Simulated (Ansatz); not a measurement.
# What a change of settings does: Ru (diamond type)

First run: DFT, r2SCAN, PAW with Ansatz's default frozen-core files, scalar-relativistic (Ansatz 0.2.0).

Command: `ansatz run input.yaml --threads 1 --pin off --max-ram 2048MiB --backend cpu --events-out ev --progress --plain --runs-dir out` It took 11 s on 1 thread of Arm Neoverse V2 (shared host), peak memory 0.44 GiB.

```yaml
crystal:
  lattice:
    - [0.0, 2.5818259214, 2.5818259214]
    - [2.5818259214, 0.0, 2.5818259214]
    - [2.5818259214, 2.5818259214, 0.0]
  atoms:
    - { symbol: Ru, position: [-0.1475, -0.1175, -0.1175] }
    - { symbol: Ru, position: [0.1475, 0.1175, 0.1175] }
kpoints:
  mp_grid: { grid: [10, 10, 10] }
scf:
  occupations: { method: fermi_dirac, width: 0.05 }
hamiltonian:
  xc: r2scan
  pseudopotentials: { kind: paw }
output:
  forces: true
  stress: true
  eigenvalues: true
  efg: { contact_densities: true }
  populations: true
```

This is a prototype cell at a chosen volume, and whether it is the ground state is a separate question.

This run: one bond, the shortest of the undistorted cell, set to 2.102 Å.

It converges in 7 SCF iterations at a pressure of 36.9 GPa, largest force 2.911 eV/Å, cutoff 500 eV.

The input is then changed:

```diff
 kpoints:
-  mp_grid: { grid: [10, 10, 10] }
+  mp_grid: { grid: [10, 10, 10], shift: [0.5, 0.5, 0.5] }
 scf:
   occupations: { method: fermi_dirac, width: 0.05 }
+  convergence: { dr2_threshold: 1.0e-05 }
 hamiltonian:
   xc: r2scan
-  pseudopotentials: { kind: paw }
+  pseudopotentials: { kind: paw, source: ansatz }
 output:
```

Task: What does the second run give?

Result: It converges in 6 SCF iterations at a pressure of 36.8 GPa, largest force 2.933 eV/Å, cutoff 990 eV. More than one line changes, and not each need have an effect. Some of the changed settings are coarser than converged work would use.
